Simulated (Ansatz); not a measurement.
Al vacancy in LaAl2Cu3, calculated

Computed with the plane-wave PAW code Ansatz (scalar-relativistic, PAW set soft_2): PBEsol, no spin polarisation, 420 eV cutoff, k-mesh 3×3×3.

The relaxed host crystal (no gap at this level of theory):

```
CELL_PARAMETERS angstrom
2.67287 -4.44222 0.00000
2.67287 4.44222 0.00000
0.00000 0.00000 4.16383
ATOMIC_POSITIONS crystal
Al 0.50000 0.00000 0.50000
Al 0.00000 0.50000 0.50000
Cu 0.66056 0.33944 0.00000
Cu 0.33944 0.66056 0.00000
Cu 0.50000 0.50000 0.50000
La 0.00000 0.00000 0.00000
```

Supercell of 24 atoms, rows of the matrix [[1,1,-1],[-1,-1,-1],[-1,1,0]] times the cell vectors; Al vacancy at (0.500, 0.000, 0.500) in fractions of the cell above. Atoms are relaxed at the host's cell. The cell loses 1 of its 8 Al, so this is a heavily defective crystal.

Distances from the empty Al site (Å), by shell of the perfect crystal:

```
shell  perfect crystal    relaxed, charge 0
 6 Cu             2.60  2.66 (2.63 to 2.68)
 2 Al             2.67                 2.63
```

```csv
charge,gap of the cell on the mesh (eV)
0,0.00
```

Formation energy of the neutral defect: 1.99 eV, taking atoms from and to the elements' standard states (no corrections for gases), so it belongs to those chemical potentials alone.

Relaxed cell at charge 0:

```
LaAl2Cu3 V_Al charge 0
1.0
     5.3457    0.0000   -4.1638
    -5.3457    0.0000   -4.1638
     0.0000    8.8844    0.0000
Al Cu La
7 12 4
Direct
  0.3760 0.1240 0.7516
  0.8740 0.6260 0.7484
  0.6250 0.8750 0.2500
  0.1250 0.3750 0.7500
  0.3706 0.1294 0.2567
  0.8794 0.6206 0.2433
  0.6250 0.8750 0.7500
  0.5123 0.4918 0.3427
  0.7460 0.2560 0.8385
  0.2440 0.7540 0.8385
  0.0082 0.9877 0.3427
  0.5040 0.4940 0.6615
  0.7377 0.2582 0.1573
  0.2418 0.7623 0.1573
  0.0060 0.9960 0.6615
  0.2559 0.2441 0.5008
  0.4952 0.0048 0.0011
  0.9941 0.5059 0.9992
  0.7548 0.7452 0.4989
  0.4896 0.5044 0.0041
  0.7604 0.2456 0.4959
  0.2544 0.7396 0.4959
  0.9956 0.0104 0.0041
```

Caveats: small supercell, so energies and levels can be off by tenths of an eV; the atoms kept the symmetry of the start, so a distorted state could lie lower.
